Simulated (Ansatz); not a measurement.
# Two-dimensional strain map in Ba

Method: DFT PBEsol, scalar-relativistic, plane waves, PAW (Ansatz 0.2.0). Settings: plane waves to 420 eV, k-mesh 14×14×14 (Γ-centred), Gaussian smearing 0.15 eV. No spin polarisation. Energies are free energies at this smearing, counted from the undisturbed cell; pressure is positive in compression.

The starting cell (as given, not relaxed at this level; it stands at -0.6 GPa):

```xyz
1
Lattice="-2.5000 2.5000 2.5000 2.5000 -2.5000 2.5000 2.5000 2.5000 -2.5000" Properties=species:S:1:pos:R:3 pbc="T T T"
Ba    0.0000    0.0000    0.0000
```

The cell is strained by p along both x and y and by q along z, fractional coordinates fixed. Points are written (p, q).

p was sampled at -0.080, -0.040, 0.000, 0.040, 0.080 and q at -0.080, -0.040, 0.000, 0.040, 0.080.

Question: Where on the computed points is the energy highest, and how high?

Answer: At (0.080, 0.080): 132.1 meV/atom.

Question: Away from (0, 0), which computed point is lowest?

Answer: (-0.040, 0.000): -7.5 meV/atom.

The map, in meV/atom:

```csv
p \ q,-0.080,-0.040,0.000,0.040,0.080
-0.080,46.4,24.1,10.8,4.4,3.1
-0.040,7.3,-4.4,-7.5,-3.8,4.7
0.000,-3.2,-5.8,0.0,12.3,29.4
0.040,9.9,15.1,28.6,48.5,73.1
0.080,42.7,54.4,74.6,101.1,132.1
```